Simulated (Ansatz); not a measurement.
TiGe in space group I4_1md (No. 109; Ti on 4a, Ge on 4a) under volume change, PBE (plane waves, PAW; program Ansatz), shape and atoms relaxed at each volume.

```csv
V (Å³/atom),E − E(relaxed) (meV/atom),P (GPa)
16.394,54.8,11.41
16.934,23.2,7.24
17.475,5.5,3.36
18.015,0.0,0.00
18.556,5.0,-2.89
19.096,19.0,-5.36
19.637,40.7,-7.48
```

Question: What does a third-order Birch–Murnaghan fit give for V₀, B₀ and B′?

Answer: V₀ = 18.02 Å³/atom, B₀ = 102 GPa, B′ = 3.6.

The cell is a constructed one: a structure type filled with these elements; neither database checked (COD, Materials Project) lists it. Its standing as an ambient phase is unchecked. The cell was relaxed with PBE under the symmetry of its start; whether a distortion lowers the energy is not shown. The run is not spin-polarised.

Potentials: the later of the program's two PAW sets.
